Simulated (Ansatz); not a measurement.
Y(AlSi)$_{2}$ (space group P-3m1)

```cif
data_Al2Si2Y
_chemical_formula_sum 'Y1 Al2 Si2'
_space_group_name_H-M_alt 'P 1'
_space_group_IT_number 1
_cell_length_a 4.17029
_cell_length_b 4.17029
_cell_length_c 6.51056
_cell_angle_alpha 90.000
_cell_angle_beta 90.000
_cell_angle_gamma 120.000
loop_
_space_group_symop_operation_xyz
  'x, y, z'
loop_
_atom_site_label
_atom_site_type_symbol
_atom_site_fract_x
_atom_site_fract_y
_atom_site_fract_z
_atom_site_occupancy
Y1 Y 0.00000 0.00000 0.00000 1
Al1 Al 0.66667 0.33333 0.35513 1
Al2 Al 0.33333 0.66667 0.64487 1
Si1 Si 0.66667 0.33333 0.74276 1
Si2 Si 0.33333 0.66667 0.25724 1
```

E(V) scan at fixed shape, V₀ the volume above. The atoms relax within the cell's symmetry.

Calculation: PBEsol (plane waves to 420 eV, PAW, scalar-relativistic; Ansatz, a first-principles code). k mesh 13×13×7 (Γ-centred), Fermi-Dirac smearing 0.05 eV. E stands for the smeared free energy. With the shape held, the modulus is that of even scaling; a crystal free to change shape is softer. Y(AlSi)2 is run without spin polarisation. Y(AlSi)2 was relaxed with its symmetry unable to fall. The zero of ΔE is the relaxed starting cell. The last digit holds for this mesh only.

| V (Å³/atom) | ΔE (meV/atom) |
|---|---|
| 18.435 | 20.4 |
| 18.631 | 13.9 |
| 18.827 | 8.8 |
| 19.023 | 4.8 |
| 19.219 | 2.1 |
| 19.415 | 0.5 |
| 19.612 | 0.0 |
| 19.808 | 0.5 |
| 20.004 | 2.0 |
| 20.200 | 4.4 |
| 20.396 | 7.6 |
| 20.592 | 11.7 |
| 20.788 | 16.6 |

Problem. What bulk modulus at fixed cell shape B₀ follows from a third-order Birch-Murnaghan fit?

Solution. 83.2 GPa.

Problem. What is the fitted pressure derivative B₀′?

Solution. 4.2.

(A scan under strain: stresses follow from slopes of the energy per volume, elastic moduli from its curvatures.)
